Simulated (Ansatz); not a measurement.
ZrSi:
```
ZrSi
1.0
    3.31517     0.00000     0.00000
    0.00000     3.31517     0.00000
    0.00000     0.00000     3.31517
Zr Si
1 1
Cartesian
  0.00000   0.00000   0.00000
  1.65759   1.65759   1.65759
```

Relaxed with PBE. Special points in fractions of this cell's reciprocal vectors: Γ (0.000, 0.000, 0.000); X (0.000, 0.500, 0.000); M (0.500, 0.500, 0.000); R (0.500, 0.500, 0.500).

List the band energies nearest the Fermi level at these points for PBE (plane waves, PAW; program Ansatz).

In eV from the Fermi level; about four levels below and three above (degenerate sets whole), none deeper than 8.9 eV; points with the same levels are listed once.

| k | below | above |
|---|---|---|
| Γ | -1.77 -1.77 | 2.03 2.03 2.03 |
| X | -5.59 -0.62 -0.52 -0.52 | 3.63 4.84 5.18 |
| M | -7.58 -2.60 -2.60 -1.46 | 1.16 1.16 3.83 |
| R | -4.48 -4.36 -4.36 -4.36 | 3.83 3.83 3.83 |

Space group Pm-3m (CsCl type). The cell is a constructed one: a structure type filled with these elements; neither database checked (COD, Materials Project) lists it. COD files the formula under space group No. 62, 63, so this cell is another polymorph or a model. Its standing as an ambient phase is unchecked. The PBE relaxation kept the symmetry of its start; whether a distortion lowers the energy is not shown. No spin polarisation was allowed. Spin–orbit coupling is left out wherever it is not named.

Potentials: the later of the program's two PAW sets.
